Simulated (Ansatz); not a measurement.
## Y2B3Br: relaxation (Ansatz)

Launch command:

```bash
ansatz run input.yaml --threads 2 --pin off --max-ram 3584MiB --backend cpu --events-out ev --progress --plain --runs-dir out
```

Input:

```yaml
crystal:
  lattice:
    - [3.89713, 0.0, 0.0]
    - [-1.948565, 3.375014, 0.0]
    - [0.0, 0.0, 15.415201]
  atoms:
    - { symbol: Br, position: [0.0, 0.0, 0.5] }
    - { symbol: Br, position: [0.0, 0.0, 0.0] }
    - { symbol: B, position: [0.6688, 0.8344, 0.25] }
    - { symbol: B, position: [0.8344, 0.6688, 0.75] }
    - { symbol: B, position: [0.1656, 0.8344, 0.25] }
    - { symbol: B, position: [0.3312, 0.1656, 0.75] }
    - { symbol: B, position: [0.1656, 0.3312, 0.25] }
    - { symbol: B, position: [0.8344, 0.1656, 0.75] }
    - { symbol: "Y", position: [0.6667, 0.3333, 0.37005] }
    - { symbol: "Y", position: [0.3334, 0.6667, 0.87005] }
    - { symbol: "Y", position: [0.6667, 0.3333, 0.12995] }
    - { symbol: "Y", position: [0.3333, 0.6666, 0.62995] }
  symmetry: { tolerance: 0.0003 }
kpoints:
  mp_grid: { grid: [9, 9, 2], shift: [0, 0, 0] }
magnetization:
  spin_polarized: false
scf:
  occupations: { method: fermi_dirac }
  lower_state_search: "off"
hamiltonian:
  pseudopotentials: { kind: paw }
  xc: r2scan
basis:
  ecutwfc: 500
  fft_grid_basis: typed
relax:
  max_steps: 40
  f_tol: 0.03
output:
  forces: true
  stress: true
  eigenvalues: true
  bader: true
  populations: true
  elf: true
  write_potential: true
  volumetric_format: npy
  dos:
    e_range: [-12, 8]
    de: 0.05
    projected: { site_lists: { B: [B], Br: [Br], "Y": ["Y"] } }
checkpoint:
  read: saved_state
```

Origin of the cell: a known structure type with other elements, at an estimated volume, so it need not be a known compound.

The smearing width isn't typed, so it takes its default of 0.1 eV.

The saved state is a converged single point of the same cell.

Steps:

```csv
step,ΔF (meV/atom),max force component (eV/Å),SCF iterations,step was
1,0.0,1.456,7,accepted
2,-41.2,0.489,8,accepted
3,-43.9,0.087,6,accepted
4,-44.0,0.046,7,accepted
5,-44.0,0.003,5,accepted
```

The starting structure.

Space group P6_3/mmc (No. 194); the run's cell has a = 3.897 Å, b = 3.897 Å, c = 15.415 Å, α = 90.00°, β = 90.00°, γ = 120.00°. Shortest distances: B–B 1.94 Å, B–Y 2.69 Å, Br–Y 3.01 Å.

The relaxed structure.

Space group P6_3/mmc (No. 194); the run's cell has a = 3.897 Å, b = 3.897 Å, c = 15.415 Å, α = 90.00°, β = 90.00°, γ = 120.00°. Shortest distances: B–B 1.92 Å, B–Y 2.58 Å, Br–Y 3.12 Å, Y–Y 3.38 Å.

```
CELL_PARAMETERS angstrom
3.89713 0.00000 0.00000
-1.94857 3.37501 0.00000
0.00000 0.00000 15.41520
ATOMIC_POSITIONS crystal
Br 0.00000 0.00000 0.50000
Br 0.00000 0.00000 0.00000
B 0.67108 0.83554 0.25000
B 0.83554 0.67108 0.75000
B 0.16446 0.83554 0.25000
B 0.32892 0.16446 0.75000
B 0.16446 0.32892 0.25000
B 0.83554 0.16446 0.75000
Y 0.66667 0.33333 0.35965
Y 0.33333 0.66667 0.85965
Y 0.66667 0.33333 0.14035
Y 0.33333 0.66667 0.64035
```

| Quantity | Value |
| --- | --- |
| Free energy lowered by | 44.0 meV/atom |
| Final pressure | -2.87 GPa |
| Relaxation steps listed | 5 |

Caveats: the SCF threshold is looser than advised for a stress; the relaxation held the start's symmetry, so the end may be a saddle point.

It ran for 2 min on 2 threads of Arm Neoverse V2, on a shared host, peak memory 1.1 GiB, from a saved density.
